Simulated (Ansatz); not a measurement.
Starting cell, PbS (rock salt):

```
CELL_PARAMETERS angstrom
      0.00000     5.97499     5.97499
      2.98749     2.98749     5.97499
      2.98749     2.98749     0.00000
ATOMIC_POSITIONS crystal
  S  0.00000 0.00000 0.00000
  S  0.50000 0.00000 0.00000
  Pb 0.00000 0.50000 0.50000
  Pb 0.50000 0.50000 0.50000
```

The atoms are displaced by Q × the pattern below (from a DFPT mode at X = (0.5, 0.5, 0.0), largest move 1; Q in Å), at fixed cell. It is one choice among 2 degenerate patterns. (q is in reciprocal vectors of the primitive cell; the cell shown is doubled to hold the pattern.)

| atom | x | y | z |
|---|---|---|---|
| S1 | 0.000 | -0.225 | 0.000 |
| S2 | 0.000 | 0.225 | 0.000 |
| Pb3 | 0.000 | -1.000 | 0.000 |
| Pb4 | 0.000 | 1.000 | 0.000 |

These are r2SCAN (plane waves to 500 eV, PAW, scalar-relativistic; Ansatz, a quantum-chemistry and plane-wave program) values and carry that method's errors. k mesh 10×10×10 (Γ-centred), Fermi-Dirac smearing 0.05 eV. E stands for the smeared free energy. PbS was relaxed with its symmetry unable to fall. Spin-orbit coupling is left out, though Pb is heavy. The PAW data are Ansatz's earlier set. ΔE is measured from the undisplaced structure.

```
Q (Å)   ΔE (meV/cell)
------  -------------
-0.180           48.7
-0.150           30.8
-0.120           18.1
-0.090       withheld
-0.060            4.0
-0.030            1.0
0.000             0.0
0.030             1.0
0.060             4.0
0.090        withheld
0.120            18.1
0.150            30.8
0.180            48.7
```

Task: Fit an even polynomial form (powers 2, 4) to the given rows and predict ΔE at Q = -0.090.

Result: Least squares on the 11 given rows: ΔE = (1062)·Q² + (13620)·Q⁴, in meV/cell with Q in Å; root-mean-square residual 0.02 meV/cell. At -0.090 the fit gives 9.5 meV/cell; the calculation gives 9.5 meV/cell, the same to the digits shown. The quadratic term alone would give 8.6 meV/cell.

(A displaced cell: forces are minus the slopes of the energy, force constants its curvatures, and phonons follow from these.)
